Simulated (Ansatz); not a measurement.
WCl4:
```
WCl4
1.0
    5.93958     3.22311     0.00000
   -5.93958     3.22311     0.00000
   -5.35429     0.00000     6.14043
W Cl
2 8
Direct
  0.20381   0.20381   0.00000
  0.79619   0.79619   0.00000
  0.31846   0.68154   0.84564
  0.68154   0.31846   0.15436
  0.78227   0.21773   0.81515
  0.21773   0.78227   0.18485
  0.21266   0.26389   0.69700
  0.78734   0.73611   0.30300
  0.26389   0.21266   0.30300
  0.73611   0.78734   0.69700
```

Relaxed with r²SCAN+D4.

Problem. Tabulate the valence density and the electron localisation function along the shortest W–W contact (2.63 Å), r²SCAN+D4 (plane waves, PAW; program Ansatz).

Solution. 

| distance from W (Å) | density (e/Å³) | ELF |
|---|---|---|
| 0.26 | 4.99 | 0.25 |
| 0.39 | 5.31 | 0.55 |
| 0.53 | 4.59 | 0.69 |
| 0.66 | 3.26 | 0.67 |
| 0.79 | 2.01 | 0.56 |
| 0.92 | 1.17 | 0.43 |
| 1.05 | 0.77 | 0.40 |
| 1.18 | 0.63 | 0.47 |
| 1.31 | 0.59 | 0.51 |
| 1.45 | 0.63 | 0.47 |
| 1.58 | 0.77 | 0.40 |
| 1.71 | 1.17 | 0.43 |
| 1.84 | 2.01 | 0.56 |
| 1.97 | 3.26 | 0.67 |
| 2.10 | 4.59 | 0.69 |
| 2.23 | 5.31 | 0.55 |
| 2.36 | 4.99 | 0.25 |

The density is the valence pseudo-density with augmentation charge, so density and ELF within about 1 Å of a nucleus are not all-electron values.

Space group C2/m. The workflow started from a Materials Project entry (that database holds measured and hypothetical structures alike); the Crystallography Open Database copy checked does not list it. Its standing as an ambient phase is unchecked. Symmetry was held in the r²SCAN+D4 relaxation; whether a distortion lowers the energy is not shown. No spin polarisation was allowed. Spin–orbit coupling is left out wherever it is not named.

Potentials: the later of the program's two PAW sets.
